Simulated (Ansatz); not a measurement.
## How Ca (Fm-3m) stiffens under pressure

```xyz
1
Lattice="0.0000 2.7278 2.7278 2.7278 0.0000 2.7278 2.7278 2.7278 0.0000" Properties=species:S:1:pos:R:3 pbc="T T T"
Ca    0.0000    0.0000    0.0000
```

This is the zero-pressure cell. At each pressure cell and atoms are relaxed in this structure, and the constants are slopes of the stress at strains of ±0.005 with relaxed ions (the coefficients that govern stability under load). Level: PBEsol, PAW on Ansatz 0.2.0's default frozen-core files (fitted under PBE), scalar-relativistic; k mesh 18×18×18, strains of ±0.005, Fermi-Dirac smearing of 0.080 eV, cutoff 420 eV. P is the pressure of the relaxed cell, less that of this one.

```tsv
P (GPa)	V/V₀	C11 (GPa)	C12 (GPa)	C44 (GPa)
0.00	1.0000	23.0	15.6	15.6
1.03	0.9489	26.2	18.7	16.5
2.00	0.9089	29.0	21.5	17.2
3.98	0.8438	34.2	27.0	19.1
7.00	?	?	?	?
10.00	0.7169	49.4	43.5	26.5
15.00	0.6501	58.7	55.7	28.9
```

Problem. Does the bulk modulus from the constants agree with the pressure-volume curve?

Solution. A third-order Birch-Murnaghan fit to the volumes shown (F against f, f = [(V₀/V)^(2/3) − 1]/2) gives B₀ = 18.0 GPa and B′ = 3.3. Its −V dP/dV stands beside (C11 + 2C12)/3:

| P (GPa) | from P(V) | from the constants |
| --- | --- | --- |
| 0.00 | 18.0 | 18.1 |
| 1.03 | 21.2 | 21.2 |
| 2.00 | 24.1 | 24.0 |
| 3.98 | 29.8 | 29.4 |
| 10.00 | 44.9 | 45.4 |
| 15.00 | 55.6 | 56.7 |

Problem. What are the pressure derivatives at zero pressure?

Solution. Slopes at V₀ of quadratic fits in −ln(V/V₀) through the first four rows shown, divided by B₀: dC11/dP = 3.3, dC12/dP = 3.1, dC44/dP = 0.8. The mean slopes up to 2.0 GPa are 3.0, 3.0, 0.8; curvature and scatter of the constants part the two. The combination (dC11/dP + 2 dC12/dP)/3 = 3.2 stands against B′.

Problem. Fill the row at 7.00 GPa.

Solution. Cubic fits in −ln(V/V₀) through all rows shown give C11 = 42.3, C12 = 35.4, C44 = 23.3 GPa. Computed: V/V₀ = 0.7707, C11 (GPa) = 42.1, C12 (GPa) = 35.3, C44 (GPa) = 23.2.

Problem. Does a shear stiffness soften?

Solution. C44 goes from 15.6 to 28.9 GPa; (C11 − C12)/2 goes from 3.7 to 1.5 GPa, through a maximum of 3.8 near 1 GPa. (C11 − C12)/2 softens under pressure, though the lattice stays mechanically stable over this range.

Limits of these numbers: no other phase was computed; many crystals of this kind change structure within this range, and rows or crossings beyond such a change describe a metastable lattice; frozen-core PAW files fitted under PBE, their cores solved anew for the functional of the run; responses of metals move with mesh and smearing; the gap is closed or tiny at this level, so small that the run used smearing; responses move with mesh and smearing; phonons weren't checked at these pressures.
